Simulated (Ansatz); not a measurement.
## Magnetic orders of VCd

Level of theory: DFT r2SCAN, scalar-relativistic, plane waves, PAW in Ansatz.

```yaml
crystal:
  lattice:
    - [2.75154, 0.00000, 0.00000]
    - [0.00000, 2.75154, 0.00000]
    - [0.00000, 0.00000, 4.44030]
  atoms:
    - { symbol: V, position: [0.00000, 0.00000, 0.00000] }
    - { symbol: Cd, position: [0.50000, 0.50000, 0.50000] }
```

| Item | Value |
| --- | --- |
| plane-wave cutoff | 500 eV |
| Γ-centred k-mesh | 14×14×10 |
| occupation rule | Gaussian smearing, 0.1 eV |
| list of starting moments (μB, in atom order) | 3.5 0 |
| check for lower electronic states after the SCF | off |

All runs keep this geometry, which isn't relaxed for the lowest state (largest force there 0.000 eV/Å, pressure -2.9 GPa) and needn't be a stable compound; relaxing each order would shift the differences by some 7 meV/atom, going by the pressures and a bulk modulus of about 150 GPa. Site moments are spin moments in atom-centred spheres that scale with the neighbour distance. The states are those that the runs reached from these starts; a lower one can exist. No antiferromagnetic start is among these.

Q: Order the starts by the energy of the state that they reach, lowest first.
A. no spin
B. large parallel starting moments

A: A (0.00 meV/atom), B (1.69 meV/atom).

```
                          start ends energy above lowest (meV/atom) site moments (μB) gap on mesh (eV) P (GPa)
                        no spin non-magnetic                            0.00     none over 0.05             metal     -2.9
large parallel starting moments ferromagnetic                            1.69            V +1.75             metal      5.3
```

Cost: 2 runs of about 2 core-minutes in all, on Arm Neoverse V1 (shared hosts).